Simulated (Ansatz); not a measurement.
Consider the following.

Starting cell, ZnS (wurtzite):

```yaml
crystal:
  lattice:
    - [3.84511, 0.00000, 0.00000]
    - [-1.92255, 3.32996, 0.00000]
    - [0.00000, 0.00000, 6.30566]
  atoms:
    - { symbol: Zn, position: [0.66667, 0.33333, 0.99985] }
    - { symbol: Zn, position: [0.33333, 0.66667, 0.49985] }
    - { symbol: S, position: [0.66667, 0.33333, 0.62535] }
    - { symbol: S, position: [0.33333, 0.66667, 0.12535] }
```

In each cell atom 1 (Zn, nearest neighbour S at 2.357 Å; its periodic images, 3.8 Å or more away, move with it) moves by s·(0.000, 0.000, 1.000) (along Cartesian z), the rest being held.

Level of theory: PBE (plane waves to 420 eV, PAW, scalar-relativistic; Ansatz, a quantum-chemistry and plane-wave program). k mesh 8×8×4 (Γ-centred), Fermi-Dirac smearing 0.05 eV. E stands for the smeared free energy. Left out: 1 of 11 points, with atoms too close for the PAW data. ZnS was relaxed with its symmetry unable to fall. ΔE is measured from the undisplaced structure.

The scan covers s from -0.568 to 0.710 Å in 10 points.

Task: Is this a single well or a double well?

Result: A single well with its minimum at or next to zero displacement.

Task: Is the energy the same for displacements of ±0.568 Å, and if not, which side lies higher?

Result: Not even: the negative side lies higher at ±0.568 Å. With its periodic images moving along, the atom's site symmetry in this cell is 3m..

Task: What force acts on the atom along the line at s = -0.568 Å?

Result: 13.1 eV/Å.

Task: What is the energy change at s = 0.710 Å?

Result: 670 meV/cell.

Task: What is the force constant k = d²E/ds² of this move at s = 0?

Result: 7.04 eV/Å².

(For displaced atoms, the force is minus the slope of the energy, and its curvature is a force constant, which sets phonon frequencies.)
